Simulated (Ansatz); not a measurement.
# EuHg2 (P6/mmm): the volume from the results

```xyz
3
Lattice="4.9700 0.0000 0.0000 -2.4850 4.3041 0.0000 0.0000 0.0000 3.7050" Properties=species:S:1:pos:R:3 pbc="T T T"
Eu    0.0000    0.0000    0.0000
Hg    0.0000    2.8694    1.8525
Hg    2.4850    1.4347    1.8525
```

The reference geometry is a structure as deposited in COD; nothing is relaxed.

Settings: LDA, 6×6×7 k mesh, Fermi–Dirac smearing of 0.05 eV. PAW means Ansatz 0.2.0 on its default frozen-core files. Site moments are integrated in spheres about the atoms. Start moments (μB): Eu1 7.

The cell is scaled evenly, and every run starts from the same moments. Some of the runs:

```json
{"V/V₀": "0.85", "cell moment (μB)": "6.84", "largest site moment (μB)": "6.70", "F − F(V₀) (meV/atom)": "3"}
{"V/V₀": "0.95", "cell moment (μB)": "6.94", "largest site moment (μB)": "6.77", "F − F(V₀) (meV/atom)": "-26"}
{"V/V₀": "1.18", "cell moment (μB)": "7.17", "largest site moment (μB)": "6.92", "F − F(V₀) (meV/atom)": "189"}
```

Task: Another run of the series gave cell moment (μB) = 6.72, largest site moment (μB) = 6.60, F − F(V₀) (meV/atom) = 355. At which V/V₀ was it made?
A. 0.9
B. 1.05
C. 0.8
D. 1.1
E. 0.72

Result: E. V/V₀ = 0.72.

Task: Another run of the series gave cell moment (μB) = 7.08, largest site moment (μB) = 6.87, F − F(V₀) (meV/atom) = 93. At which V/V₀ was it made?
A. 1.05
B. 0.72
C. 1.1
D. 0.9
E. 0.8

Result: C. V/V₀ = 1.1.

The whole series:

| V/V₀ | cell moment (μB) | largest site moment (μB) | F − F(V₀) (meV/atom) |
| --- | --- | --- | --- |
| 0.72 | 6.72 | 6.60 | 355 |
| 0.8 | 6.78 | 6.66 | 81 |
| 0.85 | 6.84 | 6.70 | 3 |
| 0.9 | 6.89 | 6.74 | -28 |
| 0.95 | 6.94 | 6.77 | -26 |
| 1 | 6.98 | 6.81 | 0 |
| 1.05 | 7.03 | 6.84 | 41 |
| 1.1 | 7.08 | 6.87 | 93 |
| 1.18 | 7.17 | 6.92 | 189 |

The PAW files were made with PBE; the program remakes their cores once for the run's functional and then keeps them frozen. Without U a semilocal functional puts the f levels too near the Fermi level, which can change moments and the order of magnetic states; site and cell moments are spin moments. Under strong compression frozen cores are worth checking against an all-electron run. Spin–orbit coupling is left out although heavy atoms are present. With open f shells a run can end in a state that isn't the lowest. None of this fixes the real material's magnetic order: only patterns that fit the cell were computed, without spin fluctuations and on one mesh and smearing, with a functional that can overstate moments.
